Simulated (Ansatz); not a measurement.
SnTe (rock salt)

```
CELL_PARAMETERS angstrom
      0.00000     3.18510     3.18510
      3.18510     0.00000     3.18510
      3.18510     3.18510     0.00000
ATOMIC_POSITIONS crystal
  Te 0.00000 0.00000 0.00000
  Sn 0.50000 0.50000 0.50000
```

E(V) scan at fixed shape, V₀ the volume above. Symmetry pins the atoms to their sites.

Computed with r2SCAN (plane waves to 500 eV, PAW, scalar-relativistic; Ansatz, a first-principles code). k mesh 9×9×9 (Γ-centred), Fermi-Dirac smearing 0.05 eV. Energies are smeared free energies. Stress and pressure are positive under compression. SnTe was relaxed with its symmetry unable to fall. Spin-orbit coupling is left out, though Te is heavy. The zero of ΔE is the relaxed starting cell.

```
V (Å³/atom)  ΔE (meV/atom)
-----------  -------------
29.081                53.6
29.727            withheld
30.374                17.9
31.020                 7.6
31.666                 1.8
32.312                 0.0
32.959                 1.7
33.605                 6.6
34.251                14.4
34.897                24.8
35.544                37.4
```

Fit a third-order Birch-Murnaghan form (E₀, V₀, B₀, B₀′ free) to the given rows and predict ΔE at V = 29.727.

Least squares on the 10 given rows: ΔE = E₀ + (9V₀B₀/16)·y²·[2 + (B₀′ − 4)y], y = (V₀/V)^(2/3) − 1, with V₀ = 32.312 Å³/atom, B₀ = 44.04 GPa (160.2 GPa = 1 eV/Å³; the term in eV is multiplied by 1000), B₀′ = 4.37, E₀ = -0.01 meV/atom; root-mean-square residual 0.03 meV/atom. At 29.727 the fit gives 33.0 meV/atom; the calculation gives 33.0 meV/atom, the same to the digits shown. For the pressure the fit gives 4.41 GPa against the computed 4.41 GPa.

(A scan under strain: stresses follow from slopes of the energy per volume, elastic moduli from its curvatures.)
